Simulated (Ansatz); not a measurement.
## Uniaxial strain in TiO2

Cell: a structure deposited in the COD, ions relaxed with PBE at fixed cell.

```yaml
crystal:
  lattice:
    - [5.14500, 0.00000, 0.00000]
    - [0.00000, 9.18500, 0.00000]
    - [0.00000, 0.00000, 5.44700]
  atoms:
    - { symbol: Ti, position: [0.13861, 0.12899, 0.90557] }
    - { symbol: Ti, position: [0.63861, 0.37101, 0.09443] }
    - { symbol: Ti, position: [0.86139, 0.62899, 0.59443] }
    - { symbol: Ti, position: [0.36139, 0.87101, 0.40557] }
    - { symbol: Ti, position: [0.86139, 0.87101, 0.09443] }
    - { symbol: Ti, position: [0.36139, 0.62899, 0.90557] }
    - { symbol: Ti, position: [0.13861, 0.37101, 0.40557] }
    - { symbol: Ti, position: [0.63861, 0.12899, 0.59443] }
    - { symbol: O, position: [0.46460, 0.22990, 0.89124] }
    - { symbol: O, position: [0.96460, 0.27010, 0.10876] }
    - { symbol: O, position: [0.53540, 0.72990, 0.60876] }
    - { symbol: O, position: [0.03540, 0.77010, 0.39124] }
    - { symbol: O, position: [0.53540, 0.77010, 0.10876] }
    - { symbol: O, position: [0.03540, 0.72990, 0.89124] }
    - { symbol: O, position: [0.46460, 0.27010, 0.39124] }
    - { symbol: O, position: [0.96460, 0.22990, 0.60876] }
    - { symbol: O, position: [0.81604, 0.00977, 0.85064] }
    - { symbol: O, position: [0.31604, 0.49023, 0.14936] }
    - { symbol: O, position: [0.18396, 0.50977, 0.64936] }
    - { symbol: O, position: [0.68396, 0.99023, 0.35064] }
    - { symbol: O, position: [0.18396, 0.99023, 0.14936] }
    - { symbol: O, position: [0.68396, 0.50977, 0.85064] }
    - { symbol: O, position: [0.81604, 0.49023, 0.35064] }
    - { symbol: O, position: [0.31604, 0.00977, 0.64936] }
```

Atom numbers follow the list; atoms alike are taken as one site, whose name carries the number of the first.

The numbers come from a DFT calculation in Ansatz (PBE, plane waves and PAW, scalar-relativistic, 420 eV cutoff, Γ-centred 5×3×5 k-points, Fermi–Dirac smearing 0.02 eV).

The cell is stretched along z (the third Cartesian axis of the run's cell), x and y held, and the ions relax again each time. Tension counts as positive.

| strain along z (%) | stress along z (GPa) | stress along x (GPa) | gap on the k-mesh (eV) |
| --- | --- | --- | --- |
| -3 | -15.4 | -9.5 | 2.37 |
| -2 | -11.8 | -7.5 | 2.36 |
| -1 | -8.3 | -5.8 | 2.36 |
| 0 | -5.1 | -4.3 | 2.38 |
| +1 | -2.0 | -2.8 | 2.38 |
| +2 | 0.8 | -1.4 | 2.40 |
| +3 | ? | ? | ? |

Q: Estimate the row at +3 % from the others.

A: stress along z (GPa): 3.4; stress along x (GPa): -0.1; gap on the k-mesh (eV): 2.44. Worked: parabolas through the other 6 rows give 3.6 and -0.2 GPa at +3 %. Their slopes at zero strain are 316 GPa (the stiffness along z) and 154 GPa (the coupling of z to x). They hold at this cell, where the calculated pressure is 4.8 GPa. The gap doesn't change in one direction over the range: it is largest at +3 % (2.44 eV) and smallest at -1 % (2.36 eV), so no single slope describes it.

PBE gaps are too small, by a third to a half in many semiconductors; their changes with strain are better.

All values belong to this cell and structure model.
